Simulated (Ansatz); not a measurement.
The elements of this relaxed trial crystal are hidden behind letters.

```
lattice vectors (Å)
   3.7563   -4.0198    0.0000
   3.7563    4.0198    0.0000
   0.0000    0.0000    3.4501
fractional positions
X 0.5000 0.5000 0.5000
Z 0.5000 0.0000 0.0000
Z 0.0000 0.5000 0.0000
Q 0.7051 0.7051 0.0000
Q 0.2949 0.2949 0.0000
```

Theory: Ansatz 0.2.0, DFT PBE, scalar-relativistic, plane waves, PAW. The final run on the 5-atom cell used 420 eV, a Γ-centred 8×8×10 mesh, 0.10 eV smearing and no spin polarisation.

| Quantity | Value |
| --- | --- |
| Space group | Cmmm (No. 65) |
| Conventional cell | a = 7.513 Å, b = 8.040 Å, c = 3.450 Å |
| Volume per atom | 20.84 Å³ |
| Density | 3.37 g/cm³ |
| Energy over the elements | −1.13 eV/atom |
| Gap on the 8×8×10 mesh of the 5-atom cell | 0 eV (a metal) |

Energies are uncorrected and count from the elements' standard states at the same level.

Q: X is an s-block element of period 4, Z is a p-block element of period 4 and Q is a p-block element of period 2. Which elements are they?

A: X = Ca, Z = Ga, Q = O, so the formula is CaGa2O2. Density times volume gives a mean mass of 3.37 × 20.84/1.6605 = 42.3 u per atom, and this set has 42.3 u. Around Ca lie 4 O at 2.31 Å and 8 Ga at 3.25 Å; Ga has 2 O at 2.04 Å and 4 Ca at 3.25 Å; around O lie 2 Ga at 2.04 Å and 2 Ca at 2.31 Å. Other sets within the hints have nearly the same mass, so mass alone doesn't settle it; this one was computed.

A structure relaxed within its symmetry needn't be a true minimum.
